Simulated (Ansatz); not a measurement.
Level of theory: DFT PBE, scalar-relativistic, plane waves, PAW (Ansatz 0.2.0). Plane waves to 420 eV, an 8×8×4 mesh through Γ for the 8-atom cell and 0.02 eV Gaussian smearing; no spin polarisation.

The zero of energy is the elements' standard structures at the same level; no fitted shifts are applied. The references include black phosphorus.

Problem. Give a relaxed trial structure of a tetragonal semiconductor with formula InGa₃P₄, with a gap near 1.1 eV, a formation energy near −0.37 eV/atom and about 22 Å³ per atom, in a cell of 8 atoms.

Solution. InGa₃P₄, space group P-4m2 (No. 115). In has 4 P at 2.54 Å; around Ga on a site of symmetry 2mm lie 4 P at 2.39–2.40 Å; Ga on a site of symmetry -4m2 is surrounded by 4 P at 2.40 Å; P on its first site is surrounded by 2 Ga at 2.39 Å and 2 In at 2.54 Å; 1 more site not described.

```cif
data_structure
_symmetry_space_group_name_H-M 'P-4m2'
_symmetry_Int_Tables_number 115
_cell_length_a 3.9654
_cell_length_b 3.9654
_cell_length_c 11.2880
_cell_angle_alpha 90.000
_cell_angle_beta 90.000
_cell_angle_gamma 90.000
_cell_volume 177.49
loop_
_atom_site_label
_atom_site_type_symbol
_atom_site_symmetry_multiplicity
_atom_site_Wyckoff_symbol
_atom_site_fract_x
_atom_site_fract_y
_atom_site_fract_z
_atom_site_occupancy
In1 In 1 b 0.50000 0.50000 0.00000 1
Ga1 Ga 2 e 0.00000 0.00000 0.74024 1
Ga2 Ga 1 c 0.50000 0.50000 0.50000 1
P1 P 2 g 0.50000 0.00000 0.85914 1
P2 P 2 g 0.50000 0.00000 0.37995 1
```

| Property | Result |
| --- | --- |
| Volume per atom | 22.19 Å³ |
| Density | 4.19 g/cm³ |
| Formation energy | −0.367 eV/atom |
| Gap on the 8×8×4 mesh of the 8-atom cell | 1.11 eV |

It was reached by relaxing an invented guess, and it needn't be the stable form of this composition. Other answers may fit too; this one was computed.

Kohn–Sham gaps at this level usually fall short of measured ones. The reference form of P is held partly by dispersion forces, which this level lacks. A later test with randomly moved atoms came back to the same energy, though modes that don't fit the test's cell weren't probed.
